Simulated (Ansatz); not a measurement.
VSi2:
Space group P6₂22 (No. 180); a = 4.5222 Å, b = 4.5222 Å, c = 6.3216 Å, α = 90.00°, β = 90.00°, γ = 120.00°

```json
[
 {"atom": "V", "site": "3d", "symmetry": "222", "x": "0.5000", "y": "0.0000", "z": "0.5000"},
 {"atom": "Si", "site": "6j", "symmetry": "..2", "x": "0.3262", "y": "0.1631", "z": "0.1667"}
]
```

Relaxed at zero pressure with PBEsol (plane waves, PAW; program Ansatz).

### Question
The volume is raised by 9 % and shape and atoms relax at that volume. What pressure results, and how do the axes share the change?

### Answer
-13.3 GPa; a 3.2 %, b 3.2 %, c 2.4 %; the energy rises by 50 meV/atom.

### Question
Give the new structure.

### Answer

Space group P6₂22 (No. 180); a = b = 4.6663 Å, c = 6.4717 Å, α = β = 90.00°, γ = 120.00°

```json
[
 {"atom": "V", "site": "3d", "symmetry": "222", "x": "0.5000", "y": "0.0000", "z": "0.5000"},
 {"atom": "Si", "site": "6j", "symmetry": "..2", "x": "0.3252", "y": "0.1626", "z": "0.1667"}
]
```

The phase is kept; no other phase was compared at this pressure.

Space group P6_222. The PBEsol relaxation kept the symmetry of its start; of distortions, only those at the zone centre were tested. The run is not spin-polarised.

Potentials: the later of the program's two PAW sets.
